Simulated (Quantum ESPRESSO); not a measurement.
# Si3BC3N: convergence and cost over cutoff and k mesh

A calculation, not a measurement. The program is pw.x of Quantum ESPRESSO 7.5 (plane-wave density functional theory). The cell is made up: 8 atoms on a zincblende/diamond lattice, with randomly drawn elements, strain and displacements, not relaxed. PseudoDojo standard norm-conserving files (v0.5 for PBE, v0.4.1 for LDA and PBEsol) set the functional; there is no spin polarisation, spin-orbit coupling or dispersion term, and the masses in the input are unused placeholders.

Input of the run in row 4:

```
&control calculation='scf', pseudo_dir='./dojo.nc.sr.pbe.v0_5.standard.upf', outdir='./o', disk_io='low', tprnfor=.true., tstress=.true. /
&system ibrav=0, nat=8, ntyp=4, nbnd=22, ecutwfc=84.00895049, nosym=.true., tot_charge=0,
 occupations='smearing', smearing='fd', degauss=0.0018374661
/
&electrons conv_thr=7.350e-09, electron_maxstep=60, /
ATOMIC_SPECIES
B 1.0 B.upf
C 1.0 C.upf
N 1.0 N.upf
Si 1.0 Si.upf
CELL_PARAMETERS angstrom
4.5346 0.0095 -0.0516
0.0095 4.5047 -0.0289
-0.0516 -0.0289 4.4958
ATOMIC_POSITIONS angstrom
Si -0.0133 0.0113 -0.0702
Si 0.2053 2.1565 2.2235
Si 2.2033 -0.1245 2.1132
B 2.3412 2.3178 0.1076
C 1.0632 1.1775 1.201
C 1.0322 3.507 3.158
N 3.3013 1.0209 3.2727
C 3.2625 3.367 1.1748
K_POINTS automatic
4 4 4 1 1 1
```

The same cell was run at these settings. Meshes are shifted by half a step, and differences are from the last row, which is itself not exact.

```
cutoff (eV)     k mesh  k points solved  threshold (eV)  free energy less the last row's (eV)  pressure (GPa)  largest stress difference (GPa)  largest force difference (eV/Å)  iterations  wall time (s)  k-point pools                  processor
        800  2 x 2 x 2                4           1e-04                                 0.608          -21.96                             2.52                            0.130           8              7              4  Intel Xeon, 2023 or later
       1143  1 x 1 x 1                1           1e-07                                 7.926          -16.84                             4.21                            0.931          13              9              4  Intel Xeon, 2023 or later
        593  4 x 4 x 4               32           1e-07                                 1.984          -31.18                            11.60                            0.042          13             12              4  Intel Xeon, 2023 or later
       1143  4 x 4 x 4               32           1e-07                                 0.003          -19.62                             0.04                            0.006          13             26              4  Intel Xeon, 2023 or later
       1437  6 x 6 x 6              108           1e-07                                 0.000          -19.60                             0.00                            0.000          13             98              4  Intel Xeon, 2023 or later
```

Each pool is one process. Wall times include start-up and a band step at six k points, which weighs most on the coarsest meshes. The runs were on shared virtual cores whose load varied, so times are rough.